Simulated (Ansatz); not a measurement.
**Chalcopyrite alloy of ZnGeP2 and ZnSiP2 (7 of 16 Ge sites exchanged), 64 atoms**

Ansatz, PAW, plane waves. PBEsol relaxation of cell lengths and atoms (angles held) at the single k point (¼, ¼, ¼) without its symmetry partners; single points on the relaxed atoms at the Γ point alone, onto which points of the small cell's zone fold. Arrangement: quasirandom. No spin–orbit coupling unless named.

Relaxed structure:

```
Zn Ge Si P
1.0
    10.78653   -0.00007   -0.00002
    -0.00007   10.78674   -0.00002
    -0.00002   -0.00002   10.58983
Zn Ge Si P
16 9 7 32
Direct
  0.99938 0.00169 0.99947
  0.00075 0.49868 0.00266
  0.49893 0.99926 0.99922
  0.49814 0.50004 0.00276
  0.00009 0.25110 0.24796
  0.99978 0.74716 0.24974
  0.50003 0.25050 0.24802
  0.49822 0.74790 0.24942
  0.25044 0.99892 0.75402
  0.25034 0.49916 0.75376
  0.75056 0.99995 0.75274
  0.74969 0.49826 0.75142
  0.24815 0.25009 0.50094
  0.25031 0.74970 0.50005
  0.75001 0.25141 0.50095
  0.74833 0.74862 0.50073
  0.00076 0.00147 0.50175
  0.00117 0.49955 0.49936
  0.50104 0.99980 0.50168
  0.49993 0.50116 0.49928
  0.25051 0.00035 0.24859
  0.75075 0.00134 0.24943
  0.75000 0.74865 0.00023
  0.00137 0.75004 0.75135
  0.50026 0.25144 0.75254
  0.24985 0.49939 0.24793
  0.74946 0.49873 0.24949
  0.24873 0.25050 0.99992
  0.25120 0.74904 0.00051
  0.75047 0.25138 0.00032
  0.00013 0.25068 0.75240
  0.49887 0.75003 0.75121
  0.12843 0.12771 0.12129
  0.13265 0.62435 0.12457
  0.62869 0.12689 0.12000
  0.62874 0.62164 0.12872
  0.12148 0.12733 0.63144
  0.12481 0.62406 0.62592
  0.62435 0.12556 0.62696
  0.62000 0.62678 0.62996
  0.36635 0.37389 0.12421
  0.37117 0.87140 0.12147
  0.86722 0.37484 0.12522
  0.87439 0.87474 0.12449
  0.37505 0.12386 0.37566
  0.37047 0.61966 0.37082
  0.87565 0.12528 0.37533
  0.87069 0.61909 0.37211
  0.12744 0.37858 0.37033
  0.12431 0.87607 0.37466
  0.62704 0.37859 0.37192
  0.62384 0.87533 0.37345
  0.12417 0.36803 0.87645
  0.12745 0.87026 0.88063
  0.62679 0.37234 0.88054
  0.62169 0.86977 0.87230
  0.37593 0.37512 0.62524
  0.37826 0.87212 0.62850
  0.88016 0.37222 0.62833
  0.87573 0.87428 0.62536
  0.37207 0.12997 0.87916
  0.37540 0.63149 0.87621
  0.87441 0.13316 0.87578
  0.87584 0.62422 0.87533
```

Q: What are the mean bond lengths by pair (pairs within 1.2 times the sum of covalent radii, less contacts 15 % beyond the pair's median; cation–cation pairs of compounds aside; long ionic contacts are cut short by that bound)?

A: Ge–P 2.327 ± 0.005 Å (standard deviation, 36 bonds); P–Si 2.262 ± 0.006 Å (standard deviation, 28 bonds); P–Zn 2.345 ± 0.007 Å (standard deviation, 64 bonds).

Q: What gap lies between the top filled and the lowest empty level in the single points?

A: HSE06 1.98 eV (8.1 min on 7 threads of Neoverse-V2).
